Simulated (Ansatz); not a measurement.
According to r²SCAN (plane waves, PAW; program Ansatz), Ge in the cubic phase (I-43m; Ge on 2a, Ge on 8c, Ge on 12d, Ge on 24g) relaxes to a = 10.482 Å. Ge on 2a has 4 nearest neighbours from 2.46 Å (tetrahedral); Ge on 8c has 4 nearest neighbours from 2.43 Å (tetrahedral); Ge on 24g has 4 nearest neighbours from 2.43 Å (tetrahedral).

It is gapped at this level: 1.24 eV (indirect). The valence maximum lies at N and the conduction minimum on the P–H line, 72 % of the way from P (8 equivalent valleys). HSE06 on the same cell gives 1.58 eV. Gap from r²SCAN with spin–orbit coupling: 1.23 eV. The electron mass is 0.26, 0.26, 0.28 mₑ (principal values). The hole mass is 0.14, 0.80, 3.3 mₑ (principal values).

The bulk modulus is 63.7 GPa.

The start of the workflow was typed in or built on a structure type; neither database checked (COD, Materials Project) lists it. It is not the phase usual at ambient conditions (space group No. 227). Symmetry was held in the r²SCAN relaxation; whether a distortion lowers the energy is not shown. Spin–orbit coupling is left out wherever it is not named.

Potentials: the later of the program's two PAW sets.
